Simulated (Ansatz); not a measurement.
A geometry of Te away from equilibrium: step 2 of the relaxation of a relaxed Te cell displaced along its unstable phonon at q = (½, ½, 0) of its primitive reciprocal cell (36i cm⁻¹), largest move 0.15 Å. These are r2SCAN (plane waves to 500 eV, PAW, scalar-relativistic; Ansatz, a program for electronic structure) values and carry that method's errors. Γ-centred k-mesh 15×15×15 on the run's cell (coarser than for final values), Fermi–Dirac smearing 0.05 eV.

```xyz
2
Lattice="-2.9725 2.9725 8.1976 0.0000 0.0000 8.1976 1.4853 1.4853 -4.0988" Properties=species:S:1:pos:R:3 pbc="T T T"
Te     0.0000     0.0000    -0.2289
Te    -1.4863     1.4863     4.3277
```

Problem. Predict the force on each atom, in eV/Å.

Solution. 
```csv
atom,Fx,Fy,Fz
Te1,0.00,0.00,-0.21
Te2,0.00,0.00,0.21
```

Problem. What is the pressure?

Solution. 0.0 GPa, compression positive.

Problem. How much energy per atom can still be gained by relaxing?

Solution. 0.04 eV/atom; the path ends in Cmcm (No. 63).

No spin polarisation in the result.

The run could not lose the symmetry of its start, so the end can be a saddle point.

The end of the path is a generated cell of Te: the first start was made by placing the elements on the sites of a structure type, and the end was not matched to a known phase here, so it may be hypothetical. Known forms of Te include space group No. 152.
